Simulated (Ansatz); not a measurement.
HfO2 in space group P4_2/nmc (No. 137; Hf on 2a, O on 4d), PBE (plane waves, PAW; program Ansatz). The conduction-band minimum lies at Γ, with 1 equivalent valley. Second derivatives d²E/dk² of the lowest band at one valley (eV·Å²), along Cartesian directions:…

| direction | d²E/dk² |
|---|---|
| [100] | 8.620 |
| [010] | 8.620 |
| [001] | 7.369 |
| [110] | 8.623 |
| [101] | 7.995 |
| [011] | 7.995 |

Q: Find the principal effective masses, the density-of-states mass and the conductivity mass.

A: Off-diagonal terms follow from H_xy = H[110] − (H_xx + H_yy)/2, and m*/mₑ = 7.620 eV·Å² over each eigenvalue: 0.88, 0.88, 1.0. One valley's DOS mass (m₁m₂m₃)^(1/3) = 0.93, conductivity mass 3/(Σ 1/mᵢ) = 0.93 mₑ.

Q: What effective density of states Nc follows at 300 K for parabolic valleys?

A: Nc = 2.509e19 × 1 × (0.93)^(3/2) ≈ 2.3e19 cm⁻³.

This is a known high-temperature phase of the composition, computed here at zero pressure and temperature. Symmetry was held in the PBE relaxation; its stability against distortions is not shown here. No spin polarisation was allowed. Spin–orbit coupling is left out wherever it is not named.

Potentials: the later of the program's two PAW sets.

Edges and masses are those of Kohn–Sham bands, whose gap is no quasiparticle gap.
